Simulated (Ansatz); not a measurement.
## NbSb: levels along high-symmetry lines

```xyz
2
Lattice="3.5955 0.0000 0.0000 -1.7978 3.1138 0.0000 0.0000 0.0000 3.8132" Properties=species:S:1:pos:R:3 pbc="T T T"
Nb    0.0000    0.0000    0.0000
Sb    0.0000    2.0759    1.9066
```

Atom numbers follow the list: Nb1, Sb2.

The structure comes from a relaxation in the same program, started in the WC type, and has space group P-6m2. Whether it is a known phase or the ground state wasn't checked.

No spin–orbit coupling, which matters for the heavy atoms here.

Level of theory: DFT, PBE, all-electron LAPW, scalar-relativistic (Ansatz 0.2.0).

Sampling and basis: a Γ-centred 11×11×10 k mesh, Fermi–Dirac smearing of 0.05 eV, basis error target 0.25 meV/atom, no spin polarisation.

Points in fractions of the reciprocal vectors of this cell: Γ (0, 0, 0), M (0.5, 0, 0), K (0.333, 0.333, 0), A (0, 0, 0.5), L (0.5, 0, 0.5), H (0.333, 0.333, 0.5). The path joins them by straight lines in the order Γ–M–K–Γ–A–L–H–A–L; legs that retrace an earlier one aren't tabulated. Energies are in eV from the Fermi level.

**Question.** Is there a gap?

**Answer.** None at this level of theory (metallic, semimetallic, or a small gap that the functional closes).

**Question.** List the levels between -8 and 4.5 eV at the symmetry points.

**Answer.** 
Γ: -2.29, -1.40 (×2), -0.57, 0.85 (×2)
M: -5.65, -2.61, -1.85, 0.10, 0.53, 2.12, 2.67
K: -4.88, -3.80, -2.43, -0.33, 0.98, 1.29, 1.54
A: -6.12, -0.73 (×2), -0.20 (×2), 0.90, 4.17 (×2)
L: -4.24, -4.21, -2.38, -0.54, 1.60, 2.01, 3.38, 4.04
H: -4.71, -3.89, -2.60, -0.54, 1.59, 3.07, 3.39, 3.89
